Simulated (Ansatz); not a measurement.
The elements of this relaxed trial crystal are hidden behind letters.

```
lattice vectors (Å)
   4.8207    0.0000    0.0000
  -2.4104    4.1749    0.0000
   0.0000    0.0000    5.4628
fractional positions
X 0.3333 0.6667 0.0000
X 0.6667 0.3333 0.0000
Z 0.5000 0.0000 0.5000
Z 0.5000 0.5000 0.5000
Z 0.0000 0.5000 0.5000
Q 0.0000 0.0000 0.0000
```

Theory: DFT PBE, scalar-relativistic, plane waves, PAW in Ansatz 0.2.0. Settings of the last relaxation (6-atom cell): 420 eV, 12×12×8 k points, Gaussian smearing of 0.10 eV, no spin polarisation.

```
Space group                                : P6/mmm (No. 191)
Conventional cell                          : a = 4.821 Å, c = 5.463 Å
Volume per atom                            : 18.32 Å³
Density                                    : 3.66 g/cm³
Formation energy                           : −0.14 eV/atom
Gap on the 12×12×8 mesh of the 6-atom cell : 0 eV (a metal)
```

Energies are uncorrected and count from the elements' standard states at the same level.

Q: X is an s-block element of period 2, Z is a d-block element of period 4 and Q is a p-block element of period 3. Which elements are they?

A: X = Li, Z = Zn, Q = S, so the formula is Li2Zn3S. Density times volume gives a mean mass of 3.66 × 18.32/1.6605 = 40.4 u per atom, and this set has 40.3 u. Around Li lie 3 S at 2.78 Å, 3 Li at 2.78 Å and 6 Zn at 3.07 Å; around Zn lie 4 Zn at 2.41 Å and 4 Li at 3.07 Å; S has 6 Li at 2.78 Å. Other sets within the hints have nearly the same mass, so mass alone doesn't settle it; this one was computed.

Symmetry constrained the relaxation, so the result can be a saddle point.
